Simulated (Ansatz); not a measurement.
Mg:
```xyz
2
Lattice="3.2098 0.0000 0.0000 -1.6049 2.7797 0.0000 0.0000 0.0000 5.1401" Properties=species:S:1:pos:R:3 pbc="T T T"
Mg     0.0000     1.8532     1.2850
Mg     1.6049     0.9266     3.8551
```

Relaxed with DFT-PBE in the program Ansatz with PAW potentials. Indices refer to the conventional cell of P6_3/mmc, a = 3.2098 Å, b = 3.2098 Å, c = 5.1401 Å, α = 90.00°, β = 90.00°, γ = 120.00°.

**Question.** Simulate the powder diffraction pattern (Co Kα, λ = 1.79026 Å; lines above 1 %) up to 2θ = 90°.

**Answer.** Simulated powder pattern, Co Kα, λ = 1.79026 Å (kinematic, ideal powder, no thermal factors, no anomalous dispersion; the 30 strongest lines at most, above 1 %, up to 2θ = 90°):

| 2θ (°) | d (Å) | I/Imax (%) | hkl |
|---|---|---|---|
| 37.57 | 2.780 | 24 | (1 0 -1 0) |
| 40.77 | 2.570 | 26 | (0002) |
| 42.95 | 2.445 | 100 | (1 0 -1 1) |
| 56.63 | 1.887 | 15 | (1 0 -1 2) |
| 67.80 | 1.605 | 17 | (1 1 -2 0) |
| 75.72 | 1.459 | 18 | (1 0 -1 3) |
| 80.19 | 1.390 | 2.6 | (2 0 -2 0) |
| 82.23 | 1.361 | 20 | (1 1 -2 2) |
| 83.70 | 1.342 | 14 | (2 0 -2 1) |
| 88.31 | 1.285 | 2.8 | (0004) |

The cell was relaxed with PBE under the symmetry of its start. Axis ratios of metals converge slowly with the k-mesh, so a and c are less sure than the volume.

Potentials: the earlier of the program's two PAW sets.
